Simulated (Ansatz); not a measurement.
BeS (zinc blende), relaxed and computed with several functionals in Ansatz (plane waves, PAW).

| functional | a (Å) | gap (eV) | B₀ by P(V) fit (GPa) |
|---|---|---|---|
| LDA | 4.796 | 2.83 | 102 |
| HSE06 | … | … | … |
| r²SCAN | 4.868 | 3.59 | 97.5 |

Problem. Complete the blanks.

Solution. 
- HSE06, a (Å): 4.852
- HSE06, gap (eV): 4.06
- HSE06, B₀ by P(V) fit (GPa): 99.0

All cells were relaxed under the symmetry of their starts (and spin orders); stability against distortions was not tested throughout.

Potentials: the earlier of the program's two PAW sets. The files were generated under PBE; for other functionals the program regenerates the frozen cores, and for LDA and PBEsol the local potential too.

Ansatz (a first-principles code) is a plane-wave DFT program.
